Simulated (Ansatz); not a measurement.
Input:

Relaxed Pd (fcc, Cu type):

```
Pd
1.0
    3.87574     0.00000     0.00000
    0.00000     3.87574     0.00000
    0.00000     0.00000     3.87574
Pd
4
Direct
  0.00000   0.00000   0.00000
  0.50000   0.50000   0.00000
  0.50000   0.00000   0.50000
  0.00000   0.50000   0.50000
```

Scan: atom 3 (Pd, nearest neighbour Pd at 2.741 Å; its periodic images, 3.9 Å or more away, move with it) is displaced along Cartesian [111], direction (0.577, 0.577, 0.577) in Cartesian axes, by s. The other atoms stay.

Computed with PBEsol (plane waves to 420 eV, PAW, scalar-relativistic; Ansatz, an electronic-structure program). k mesh 10×10×10 (Γ-centred), Fermi-Dirac smearing 0.05 eV. The energy includes the smearing's −TS. With partly filled bands, energies and forces of such displacements shift with the k mesh and the smearing. On this mesh the relaxed cell isn't quite at rest: it carries a pressure of -0.1 GPa (compression positive) at the zero of the scan. Pd is run without spin polarisation. Pd was relaxed with its symmetry unable to fall. The zero of ΔE is the undisplaced structure.

The scan covers s from -0.270 to 0.270 Å in 11 points.

### Question
Is this a single well or a double well?

### Answer
A single well with its minimum at or next to zero displacement.

### Question
Is the energy the same for equal positive and negative displacements?

### Answer
Even: the same for both signs. With its periodic images moving along, the atom's site symmetry in this cell is m-3m.

### Question
What is the force constant k = d²E/ds² of this move at s = 0?

### Answer
10.2 eV/Å².

(A displaced cell: forces are minus the slopes of the energy, force constants its curvatures, and phonons follow from these.)
